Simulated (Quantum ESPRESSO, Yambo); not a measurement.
BaTiO₃ (space group R3m, No. 160): static response along x against the Γ-centred k mesh (Yambo on LDA (Quantum ESPRESSO, PseudoDojo norm-conserving, 84 Ry, scalar-relativistic) bands; 57 bands, 3 Ry block). The smallest direct LDA gap is 2.72 eV. Axes are Cartesian, with cell vectors (Å) (2.85, 1.64, 2.34), (-2.85, 1.64, 2.34), (0.00, -3.29, 2.34).

```
k mesh    ε(0), independent particles  ε(0), RPA with local fields        rough Yambo cost
--------  ---------------------------  ---------------------------  ----------------------
4×4×4                            6.34                         5.92               about 1/8
6×6×6                            6.34                         5.93               about 1/3
8×8×8                            6.36                         5.94  within a factor of two
10×10×10                         6.36                         5.94                       1
```

The last step changes the RPA value by 0.0 %. Electronic response only; costs are rough.

Geometry of the Materials Project entry, not relaxed at this level; primitive cell a = b = c = 4.0338 Å, α = β = γ = 89.84°.
